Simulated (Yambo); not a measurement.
```xyz
10
Lattice="-2.6741 2.6741 3.7039 2.6741 -2.6741 3.7039 2.6741 2.6741 -3.7039" Properties=species:S:1:pos:R:3 pbc="T T T"
B      1.9334    -0.7407     3.7039
B      0.7407     3.4148     0.0000
B      0.7407     1.9334     3.7039
B      1.9334     0.7407     0.0000
C      1.8204     0.8537     3.7039
C      0.8537     1.8204     0.0000
C     -0.8537     1.8204     3.7039
C      3.5278     0.8537     0.0000
Ca     0.0000     0.0000     5.5559
Ca     0.0000     0.0000     1.8520
```

CaB$_{2}$C$_{2}$ (space group I4/mcm, No. 140): mean Im ε in 1 eV windows above the direct gap of 1.37 eV, for different electron-hole kernels (Yambo, broadening 0.15 eV, LDA (Quantum ESPRESSO, PseudoDojo norm-conserving, 82 Ry, without SOC) bands; 4×4×4 mesh, 11 valence and 12 conduction bands, static screening with 63 bands and a 3 Ry block, scissor 0.62 eV, Tamm-Dancoff; field along x).

| window (eV) | independent quasiparticles | BSE |
|---|---|---|
| 1.4 to 2.4 | 12 | 15 |
| 2.4 to 3.4 | 10 | 9.0 |
| 3.4 to 4.4 | 4.3 | 3.8 |
| 4.4 to 5.4 | 3.3 | 3.0 |
| 5.4 to 6.4 | 4.2 | 4.7 |
| 6.4 to 7.4 | 5.3 | 5.6 |

This run doesn't resolve bound excitons or single peaks, so only averages are given, and they too depend on the mesh; weight that the attraction moves below the gap isn't listed. All transitions below 7.70 eV are in the band window. The scissor comes from a G0W0 run whose convergence isn't established.

Geometry of the Materials Project entry, not relaxed at this level.

The structure is a Materials Project entry; no match was found in the copy of COD used, and its stability was not checked.
